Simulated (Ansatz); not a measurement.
TiGe2:
```
CELL_PARAMETERS angstrom
      4.58215     0.00000     0.00000
     -2.29108     3.96826     0.00000
      0.00000     0.00000     2.63637
ATOMIC_POSITIONS crystal
  Ti 0.00000 0.00000 0.00000
  Ge 0.33333 0.66667 0.50000
  Ge 0.66667 0.33333 0.50000
```

Relaxed with PBE+D3(BJ). Special points in fractions of this cell's reciprocal vectors: Γ (0.000, 0.000, 0.000); M (0.500, 0.000, 0.000); K (0.333, 0.333, 0.000); A (0.000, 0.000, 0.500); L (0.500, 0.000, 0.500); H (0.333, 0.333, 0.500).

Q: List the band energies nearest the Fermi level at these points for DFT-PBE+D3(BJ) with spin–orbit coupling in the program Ansatz with PAW potentials.

A: In eV from the Fermi level; about four levels below and three above (degenerate sets whole), none deeper than 8.9 eV; points with the same levels are listed once.

| k | below | above |
|---|---|---|
| Γ | -0.73 -0.73 -0.62 -0.62 | 2.59 2.59 2.61 2.61 |
| M | -0.80 -0.80 -0.51 -0.51 | 1.84 1.84 2.37 2.37 |
| K | -1.13 -1.13 -1.12 -1.12 | 2.45 2.45 2.48 2.48 |
| A | -0.56 -0.56 -0.42 -0.42 | 0.26 0.26 0.28 0.28 |
| L | -4.12 -4.12 -3.37 -3.37 | 0.66 0.66 1.04 1.04 |
| H | -4.43 -4.43 -2.80 -2.80 | 0.27 0.27 0.28 0.28 |

Space group P6/mmm. A made-up cell: these elements were put on the sites of a structure type; neither database checked (COD, Materials Project) lists it. COD files the formula under space group No. 70. Whether it is the stable phase at ambient conditions was not checked. Symmetry was held in the PBE+D3(BJ) relaxation; its stability against distortions is not shown here. No spin polarisation was allowed.

Potentials: the later of the program's two PAW sets.
